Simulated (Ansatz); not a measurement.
**Property card for SiO2**

SiO2:
```xyz
9
Lattice="4.8665 0.0000 0.0000 -2.4333 4.2145 0.0000 0.0000 0.0000 5.3657" Properties=species:S:1:pos:R:3 pbc="T T T"
O      1.3294     1.1631     1.1862
O      3.1945     0.5698     2.9748
O      2.7758     2.4816     4.7634
O      0.3426     1.7329     4.1795
O     -1.1038     3.0514     2.3909
O      0.7612     3.6448     0.6024
Si     2.2620     0.0000     1.7886
Si    -1.1310     1.9590     3.5771
Si     1.3022     2.2556     0.0000
```

Space group P3_121 (No. 152); conventional cell a = b = 4.8665 Å, c = 5.3657 Å, α = β = 90.00°, γ = 120.00°.

Method: DFT-LDA in the program Ansatz with PAW potentials. Geometry: relaxed at this level of theory. Other levels are named where they apply.

**Cell and energy**

```
Quantity                                                      Result
-----------------------------------------------------  -------------
Volume per atom                                             12.23 Å³
Density                                                   2.72 g/cm³
Formation energy from the elements (no fitted shifts)  -2.93 eV/atom
```

**Electronic structure**

```
Item                                                                    Value
----------------------------------------  -----------------------------------
Band gap                                                   5.83 eV (indirect)
Valence-band maximum                                                     at K
Conduction-band minimum                                                  at Γ
Smallest direct gap on the standard path                              6.11 eV
Electron effective mass                                   0.50 mₑ (isotropic)
Hole effective mass                       1.4, 7.7, 7.7 mₑ (principal values)
```

**Mechanics**

```
Property                                                                                                                      Result
-----------------------------------------------------------  -----------------------------------------------------------------------
Bulk modulus (Birch–Murnaghan fit)                                                                                          34.3 GPa
Pressure derivative B′                                                                                                           6.1
Elastic constants (relaxed ions, GPa)                        C11 = 75.3, C12 = 11.3, C13 = 10.3, C14 = -17.1, C33 = 99.9, C44 = 53.4
Mechanical stability                                                                          stable (all eigenvalues of C positive)
Hill bulk and shear moduli                                                                                         34.7 and 38.3 GPa
Young's modulus                                                                                                             84.0 GPa
Poisson's ratio                                                                                                                 0.10
Debye temperature from the elastic constants                                                                                   530 K
Piezoelectric stress constants (proper, relaxed ions, C/m²)                   e11 = 0.18, e12 = e26 = -0.18, e14 = -0.07, e25 = 0.07
```

**Dielectric response**

```
Item                                                                          Value
--------------------------------------------------------  -------------------------
Electronic dielectric constant ε∞ (DFPT)                  2.52 (xx = yy), 2.56 (zz)
Static dielectric constant ε0 (ions relaxed, cell fixed)  4.68 (xx = yy), 4.89 (zz)
Born charges (a third of the trace)                             O -1.68, Si +3.36 e
Largest static χ(2) component                                             0.95 pm/V
```

**Phonons**

```
Property                                                                  Result
--------------------------------------------------  ----------------------------
Highest zone-centre frequency (without LO–TO term)                    1147 cm^-1
Zone-centre stability                                     no imaginary mode at Γ
Dynamical stability on the path                     stable (no imaginary branch)
Zero-point energy                                                 103.9 meV/atom
Vibrational entropy at 300 K                             14.3 J/(K·mol of atoms)
```

The cell was relaxed with LDA under the symmetry of its start. Signs of piezoelectric constants follow the polarity of the cell as given. The references are the lowest solids computed at this level, not always the standard phases (solids in place of the gases).

Potentials: the later of the program's two PAW sets.
